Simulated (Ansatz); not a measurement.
RbAlF$_{4}$:
```yaml
crystal:
  lattice:
    - [3.65840, 0.00000, 0.00000]
    - [0.00000, 3.65840, 0.00000]
    - [0.00000, 0.00000, 6.26687]
  atoms:
    - { symbol: Rb, position: [0.00000, 0.00000, 0.00000] }
    - { symbol: Al, position: [0.50000, 0.50000, 0.50000] }
    - { symbol: F, position: [0.50000, 0.50000, 0.78133] }
    - { symbol: F, position: [0.50000, 0.50000, 0.21867] }
    - { symbol: F, position: [0.50000, 0.00000, 0.50000] }
    - { symbol: F, position: [0.00000, 0.50000, 0.50000] }
```

DFT-r²SCAN in the program Ansatz with PAW potentials gives a gap of 8.06 eV without spin–orbit coupling, maximum at X, minimum at Γ.

Task: What happens when spin–orbit coupling is switched on?

Result: The gap stays essentially unchanged, to 8.06 eV; maximum at X, minimum at Γ.

Task: Give the electron effective mass with spin–orbit coupling.

Result: 0.50 mₑ (isotropic).

Task: Give the hole effective mass with spin–orbit coupling.

Result: 2.4, 2.6, 9.7 mₑ (principal values).

Space group P4/mmm. The first step of the workflow began from a Materials Project structure, measured or hypothetical; the Crystallography Open Database files this formula in space group No. 123, but the cells were not matched. Whether it is the stable phase at ambient conditions was not checked. The cell was relaxed with r²SCAN under the symmetry of its start; its stability against distortions is not shown here.

Potentials: the later of the program's two PAW sets.
